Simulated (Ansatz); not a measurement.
LiGeN:
```cif
data_Ge2Li2N2
_chemical_formula_sum 'Li2 Ge2 N2'
_space_group_name_H-M_alt 'P63mc'
_space_group_IT_number 186
_space_group_name_Hall 'P 6c -2c'
_cell_length_a 2.97922
_cell_length_b 2.97922
_cell_length_c 9.32142
_cell_angle_alpha 90.000
_cell_angle_beta 90.000
_cell_angle_gamma 120.000
loop_
_atom_site_label
_atom_site_type_symbol
_atom_site_symmetry_multiplicity
_atom_site_Wyckoff_symbol
_atom_site_fract_x
_atom_site_fract_y
_atom_site_fract_z
_atom_site_occupancy
Li1 Li 2 b 0.33333 0.66667 0.24328 1
Ge1 Ge 2 a 0.00000 0.00000 0.49785 1
N1 N 2 b 0.66667 0.33333 0.10351 1
```

Relaxed with PBEsol. 

Problem. HSE06 on this cell (Ansatz, a program for electronic structure, PAW) gives a gap of 2.21 eV. What does PBEsol give?

Solution. 1.46 eV.

Cost on shared cores: the PBEsol run (SCF on a 11×11×3 mesh, then bands and DOS) around 60 core-seconds (rough), the HSE06 run (SCF on 6×6×2, then a few points) about 100 core-seconds (a rough figure); the tasks are unlike.

Space group P6_3mc. The workflow started from a Materials Project entry (that database holds measured and hypothetical structures alike); the Crystallography Open Database copy checked does not list it. Whether it is the stable phase at ambient conditions was not checked. Symmetry was held in the PBEsol relaxation; whether a distortion lowers the energy is not shown. Scalar-relativistic: spin–orbit coupling is off unless named, which matters more the heavier the elements.

Potentials: the later of the program's two PAW sets.

Ansatz is a plane-wave DFT program.
